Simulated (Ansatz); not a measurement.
Name crystals whose computed values (DFT-LDA in the program Ansatz with PAW potentials) fall in these windows: highest Γ mode, no LO–TO term (cm⁻¹) 150 to 220; gap (eV) 0.068 to 0.090.



```csv
crystal,"highest Γ mode, no LO–TO term (cm⁻¹)",gap (eV)
"In2Te3, Imm2 (In on 4d, Te on 4d, Te on 2a)",183,0.08
```
Others may fit too.

Standing as an ambient phase not checked: In2Te3, Imm2 (In on 4d, Te on 4d, Te on 2a). The cell was relaxed under the symmetry of its start. Scalar-relativistic: spin–orbit coupling is off unless named, which matters more the heavier the elements.

Potentials: the later of the program's two PAW sets.
